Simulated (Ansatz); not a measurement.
TiRh:
```
TiRh
1.0
    2.94870     0.00000     0.00000
    0.00000     2.94870     0.00000
    0.00000     0.00000     3.38465
Rh Ti
1 1
Direct
  0.00000   0.00000   0.00000
  0.50000   0.50000   0.50000
```

Relaxed with r²SCAN.

Question: Give the Bader charges and basin volumes of the independent atoms, r²SCAN in the plane-wave PAW code Ansatz.

Answer: 

```tsv
atom	Bader charge (e)	Bader volume (Å³)
Rh1	-1.43	19.8
Ti2	+1.43	9.6
```

Space group P4/mmm (L1₀ or tetragonal B2). The workflow started from an entry of the Crystallography Open Database (COD). Its standing as an ambient phase is unchecked. The cell was relaxed with r²SCAN under the symmetry of its start; its stability against distortions is not shown here. No spin polarisation was allowed.

Potentials: the later of the program's two PAW sets.
